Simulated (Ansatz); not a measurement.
A relaxed cell of Ni (Fm-3m (No. 225)), relaxed on a k-mesh at least as fine as the one used below. The numbers are results of PBE (plane waves to 420 eV, PAW, scalar-relativistic; Ansatz, an electronic-structure program), not measurements. Γ-centred k-mesh 16×8×16 on the run's cell (coarser than for final values), Fermi–Dirac smearing 0.05 eV.

```yaml
crystal:
  lattice:
    - [0.00000, 1.75920, 1.75920]
    - [3.51840, 0.00000, 3.51840]
    - [1.75920, 1.75920, 0.00000]
  atoms:
    - { symbol: Ni, position: [0.00000, 0.00000, 0.00000] }
    - { symbol: Ni, position: [0.00000, 0.50000, 0.00000] }
```
Spin-polarised start, with parallel moments on Ni.

The atoms are displaced by (Å):

```csv
atom,ux,uy,uz
Ni1,-0.008,0.012,-0.015
Ni2,0.035,0.135,-0.057
```

### Question
What forces (eV/Å) and pressure result?

### Answer
| atom | Fx | Fy | Fz |
|---|---|---|---|
| Ni1 | -0.18 | 0.58 | -0.40 |
| Ni2 | 0.18 | -0.58 | 0.40 |

Pressure +0.9 GPa.

Spin state reached: ferromagnetic (net 0.63 μB/atom), from parallel starting moments; other spin orders were not run from this start.

The run that gave the undisplaced cell could not lose the symmetry of its start; a randomly shaken copy of 2 atoms returns to this structure.
